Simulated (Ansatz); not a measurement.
The cell below belongs to a search over invented structures; it isn't taken from experiment.

Input and command of a plane-wave DFT calculation in Ansatz:

```yaml
crystal:
  lattice:
    - [6.0324550157, 0.0, 0.0]
    - [0.0, 6.0324550157, 0.0]
    - [0.0, 0.0, 6.0324550157]
  atoms:
    - { symbol: Bi, position: [0.5, 0.5, 0.5] }
    - { symbol: Te, position: [0.0, 0.5, 0.5] }
    - { symbol: Te, position: [0.5, 0.0, 0.5] }
    - { symbol: Te, position: [0.5, 0.5, 0.0] }
basis:
  ecutwfc: 420
kpoints:
  mp_grid: { grid: [8, 8, 8] }
hamiltonian:
  xc: pbe
scf:
  occupations: { method: gaussian, width: 0.1 }
output:
  forces: true
  stress: true
  eigenvalues: true
  write_density: true
  write_potential: true
  elf: true
  volumetric_format: npy
relax:
  adjacent_minimum: "off"
  f_tol: 0.01
  max_steps: 80
  cell: { stress_tol: 0.05 }
```

```bash
ansatz run input.yaml --threads 1 --pin off --max-ram 2560MiB --backend cpu --events-out ev --progress --plain --runs-dir out
```

Processor: Intel(R) Xeon(R) Processor @ 2.50GHz (Skylake/Cascade Lake), 1 thread, on a host shared with other jobs.

Estimate time, memory and problem size.

About 79 s, peak memory 0.61 GiB. It solves 38 bands at 35 k points (after reduction by symmetry) with about 4337 plane waves (on the last cell), in 11 SCF iterations over 2 ionic steps.
